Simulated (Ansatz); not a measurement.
Zr2C in space group P4/nmm (No. 129; Zr on 2a, Zr on 2c, C on 2c) under volume change, r²SCAN (plane waves, PAW; program Ansatz), shape and atoms relaxed at each volume.

| V (Å³/atom) | E − E(relaxed) (meV/atom) | P (GPa) |
|---|---|---|
| 13.982 | 73.7 | 18.52 |
| 14.443 | 31.0 | 11.37 |
| 14.904 | 7.3 | 5.24 |
| 15.365 | 0.0 | 0.00 |
| 15.826 | 6.6 | -4.50 |
| 16.287 | 25.3 | -8.35 |
| 16.747 | 54.2 | -11.68 |

Task: What does a third-order Birch–Murnaghan fit give for V₀, B₀ and B′?

Result: V₀ = 15.36 Å³/atom, B₀ = 162 GPa, B′ = 4.1.

A made-up cell: these elements were put on the sites of a structure type; neither database checked (COD, Materials Project) lists it. Its standing as an ambient phase is unchecked. The r²SCAN relaxation kept the symmetry of its start; whether a distortion lowers the energy is not shown. No spin polarisation was allowed.

Potentials: the earlier of the program's two PAW sets.
